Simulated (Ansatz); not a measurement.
Here is the system:

GaP:
```cif
data_Ga2P2
_chemical_formula_sum 'Ga2 P2'
_space_group_name_H-M_alt 'P63/mmc'
_space_group_IT_number 194
_space_group_name_Hall '-P 6c 2c'
_cell_length_a 3.62021
_cell_length_b 3.62021
_cell_length_c 6.11659
_cell_angle_alpha 90.000
_cell_angle_beta 90.000
_cell_angle_gamma 120.000
loop_
_atom_site_label
_atom_site_type_symbol
_atom_site_symmetry_multiplicity
_atom_site_Wyckoff_symbol
_atom_site_fract_x
_atom_site_fract_y
_atom_site_fract_z
_atom_site_occupancy
Ga1 Ga 2 a 0.00000 0.00000 0.00000 1
P1 P 2 c 0.33333 0.66667 0.25000 1
```

This is the PBE-relaxed structure.

Q: All from the program Ansatz at the PBE level (PAW), unless another level is named. Predict the electronic character.

A: metallic (no gap).

Q: And the formation energy from the elements (no fitted shifts)?

A: 0.014 eV/atom.

Q: Give the gap with spin–orbit coupling.

A: none (metallic).

Space group P6_3/mmc (NiAs type). A made-up cell: these elements were put on the sites of a structure type; neither database checked (COD, Materials Project) lists it. It is not the phase usual at ambient conditions (space group No. 216). The cell was relaxed with PBE under the symmetry of its start; its stability against distortions is not shown here. The references are the lowest solids computed at this level, not always the standard phases. Spin–orbit coupling is left out wherever it is not named.

Potentials: the earlier of the program's two PAW sets.
